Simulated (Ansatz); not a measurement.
Property card for BeS

BeS:
```yaml
crystal:
  lattice:
    - [3.46355, 0.00000, 0.00000]
    - [-1.73178, 2.99952, 0.00000]
    - [0.00000, 0.00000, 6.07438]
  atoms:
    - { symbol: Be, position: [0.33333, 0.66667, 0.25000] }
    - { symbol: Be, position: [0.66667, 0.33333, 0.75000] }
    - { symbol: S, position: [0.33333, 0.66667, 0.75000] }
    - { symbol: S, position: [0.66667, 0.33333, 0.25000] }
```

Space group P6_3/mmc (No. 194); conventional cell a = b = 3.464 Å, c = 6.074 Å, α = β = 90.00°, γ = 120.00°.

Method: DFT-PBE+D3(BJ) in the program Ansatz with PAW potentials. Geometry: relaxed at this level of theory. Other levels are named where they apply.

Cell and energy:

- Volume per atom = 15.78 Å³
- Density = 2.16 g/cm³
- Formation energy from the elements (no fitted shifts) = -0.84 eV/atom

Electronic structure:

Band gap: 3.28 eV (indirect)
Valence-band maximum: on the K–Γ line, 63 % of the way from K
Conduction-band minimum: on the L–M line, 27 % of the way from L (6 equivalent valleys)
Smallest direct gap on the standard path: 4.03 eV
Electron effective mass: 0.26, 0.58, 1.3 mₑ (principal values)
HSE06 gap on the PBE+D3(BJ) cell: 4.30 eV

Mechanics:

Bulk modulus (Birch–Murnaghan fit): 257 kbar
Pressure derivative B′: 8.6
Elastic constants (relaxed ions, GPa): C11 = 229, C12 = 97.7, C13 = 23.2, C33 = 24.7, C44 = 22.1
Mechanical stability: stable (all eigenvalues of C positive)
Hill bulk and shear moduli: 55.2 and 35.1 GPa
Young's modulus: 86.9 GPa
Poisson's ratio: 0.24
Debye temperature from the elastic constants: 530 K

Dielectric response:

- Electronic dielectric constant ε∞ (DFPT) = 5.11 (xx = yy), 5.81 (zz)
- Born charges (a third of the trace) = Be +1.87, S -1.87 e

Phonons:

Highest zone-centre frequency (without LO–TO term): 733 cm⁻¹
Zone-centre stability: unstable, softest mode 297i cm⁻¹
Dynamical stability on the path: unstable, down to 297i cm⁻¹

Charges:

Bader charges: Be +1.64, S -1.64 e

The cell is a constructed one: a structure type filled with these elements; neither database checked (COD, Materials Project) lists it. COD files the formula under space group No. 216. Its standing as an ambient phase is unchecked. The PBE+D3(BJ) relaxation kept the symmetry of its start. The references are the lowest solids computed at this level, not always the standard phases.

Potentials: the later of the program's two PAW sets.
